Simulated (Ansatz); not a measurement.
Relaxed-ion elastic tensor of WC (CsCl type, space group No. 221) in GPa (Voigt order), r²SCAN in the plane-wave PAW code Ansatz; density 16.23 g/cm³, 10.02 Å³ per atom.

```
1010  63.8  63.8   0.0   0.0   0.0
63.8  1010  63.8   0.0   0.0   0.0
63.8  63.8  1010   0.0   0.0   0.0
 0.0   0.0   0.0   170   0.0   0.0
 0.0   0.0   0.0   0.0   170   0.0
 0.0   0.0   0.0   0.0   0.0   170
```

Problem. Is the crystal mechanically stable?

Solution. Yes: the smallest eigenvalue of C is 170 GPa.

Problem. Work out the Voigt, Reuss and Hill averages.

Solution. K_V = 381, K_R = 381, K_H = 381; G_V = 292, G_R = 228, G_H = 260 GPa.

Problem. Give Young's modulus, Poisson's ratio, Pugh's ratio and the universal anisotropy index.

Solution. E = 9KG/(3K + G) = 636 GPa; ν = 0.22; K/G = 1.46 (brittle by the Pugh limit of 1.75); A_U = 5G_V/G_R + K_V/K_R − 6 = 1.39.

Problem. Estimate the sound speeds and the Debye temperature.

Solution. v_l = √((K + 4G/3)/ρ) = 6700 m/s, v_t = √(G/ρ) = 4000 m/s, mean 4430 m/s; Θ = (h/k)(3n/4πV)^(1/3) v_m = 612 K.

Problem. Give the Zener ratio and Young's modulus along [100], [110] and [111].

Solution. A = 2C44/(C11 − C12) = 0.36; 1/E = S11 − 2(S11 − S12 − S44/2)Γ with Γ = 0, 1/4, 1/3 gives 1010, 515, 443 GPa.

Space group Pm-3m (CsCl type). The cell is a constructed one: a structure type filled with these elements; neither database checked (COD, Materials Project) lists it. It is not the phase usual at ambient conditions (space group No. 187). Symmetry was held in the r²SCAN relaxation; its stability against distortions is not shown here. The run is not spin-polarised. As this level gives no gap, shear constants depend on the k-mesh and smearing (Fermi–Dirac, 0.1 eV here). Spin–orbit coupling is left out wherever it is not named.

Potentials: the earlier of the program's two PAW sets.
